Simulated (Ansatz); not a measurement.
Al₂Au (fluorite or antifluorite type, Fm-3m) at seven volumes, PBEsol in the plane-wave PAW code Ansatz, scaled uniformly. One row is withheld.

| V (Å³/atom) | P (GPa) |
|---|---|
| 16.397 | 13.54 |
| 16.937 | ? |
| 17.478 | 3.78 |
| 18.018 | 0.01 |
| 18.559 | -3.16 |
| 19.099 | -5.82 |
| 19.640 | -8.05 |

Task: Fit the shown pressures and predict the withheld one.

Result: Third-order Birch–Murnaghan: P = (3/2)B₀(x^(7/2) − x^(5/2))[1 + (3/4)(B′ − 4)(x − 1)] with x = (V₀/V)^(2/3). Least squares on the six rows gives V₀ = 18.020 Å³/atom, B₀ = 114.7 GPa, B′ = 4.73. At V = 16.937, x = 1.0422 and P = 8.23 GPa. The run itself gave 8.25 GPa.

The cell was relaxed with PBEsol under the symmetry of its start. Scalar-relativistic: spin–orbit coupling is off unless named, which matters more the heavier the elements.

Potentials: the earlier of the program's two PAW sets. The files were generated under PBE; for other functionals the program regenerates the frozen cores, and for LDA and PBEsol the local potential too.
